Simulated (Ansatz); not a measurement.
# Li₃Si₂N: relaxation step by step

A trial structure of Li₃Si₂N was built thus: random cell by space group and Wyckoff sites (R-3m, No. 166). Lengths were set from tabulated atomic sizes, so they are only a guess.

```
CELL_PARAMETERS angstrom
2.42611 1.40072 3.80456
-2.42611 1.40072 3.80456
0.00000 -2.80143 3.80456
ATOMIC_POSITIONS crystal
Li 0.50000 0.50000 0.00000
Li 0.00000 0.50000 0.50000
Li 0.50000 0.00000 0.50000
Si 0.20738 0.20738 0.20738
Si 0.79262 0.79262 0.79262
N 0.00000 0.00000 0.00000
```

Level of theory: DFT PBE, scalar-relativistic, plane waves, PAW in Ansatz. Cutoff 420 eV, Gaussian smearing, Γ-centred meshes. Cell and atoms relax first on a coarse mesh and then on a finer one. In between, the cell is made exact in the group found at 0.06 Å. In metals the finer mesh still leaves noise of several meV/atom or more. The steps can't lower the symmetry of their start. No spin polarisation in the relaxation; trial moments died out in a coarse test.

Steps on the 6×6×6 mesh (6 atoms, 8 steps). The free energy counts from the last step; the plane-wave basis is renewed at times, which shifts energy and pressure.

```
step  ΔF (meV/atom)  V (Å³/atom)  P (GPa)  largest force component (eV/Å)
   1         1247.9        12.93    13.09                           9.413
   2          723.0        12.67     6.38                           7.500
   3          300.9        12.61     1.51                           5.599
   4           43.7        12.46     4.02                           1.837
   5            1.5        12.87     1.25                           0.098
   6            0.4        13.04    -0.67                           0.159
   7            0.1        12.98    -0.13                           0.019
   8            0.0        12.98    -0.13                           0.020
```

The relaxed structure, after a last relaxation on the converged mesh:

```
CELL_PARAMETERS angstrom
2.38758 1.37847 3.91727
-2.38758 1.37847 3.91727
0.00000 -2.75694 3.91727
ATOMIC_POSITIONS crystal
Li 0.50000 0.50000 0.00000
Li 0.00000 0.50000 0.50000
Li 0.50000 0.00000 0.50000
Si 0.14776 0.14776 0.14776
Si 0.85224 0.85224 0.85224
N 0.00000 0.00000 0.00000
```

The symmetry stays R-3m (No. 166). The volume per atom stays near 12.9 Å³. The shortest distance goes from 2.01 Å (Li–Si) to 1.74 Å (Si–N). The energy falls by about 1.2 eV/atom (the start's value is from the coarse mesh). Li has 4 Li at 2.39 Å, 2 N at 2.39 Å, 2 Si at 2.58 Å and 4 Si at 2.95 Å; around Si lie 1 N at 1.74 Å, 3 Li at 2.58 Å, 3 Si at 2.79 Å and 6 Li at 2.95 Å; N is surrounded by 2 Si at 1.74 Å and 6 Li at 2.39 Å.

* Volume per atom: 12.89 Å³
* Density: 1.95 g/cm³
* Formation energy: −0.06 eV/atom
* Gap on the 12×12×12 mesh of the 6-atom cell: 0 eV (a metal)

Energies over the elements count from the elements' standard structures at the same level (N₂ as a molecule), with no fitted energy shifts.

The last run used Gaussian smearing of 0.10 eV. Symmetry constrained the relaxation, so the result can be a saddle point. In all, the 3 runs took 34 s on 1 thread of AMD EPYC 9R45 96-Core Processor (Zen 5), on a shared host.
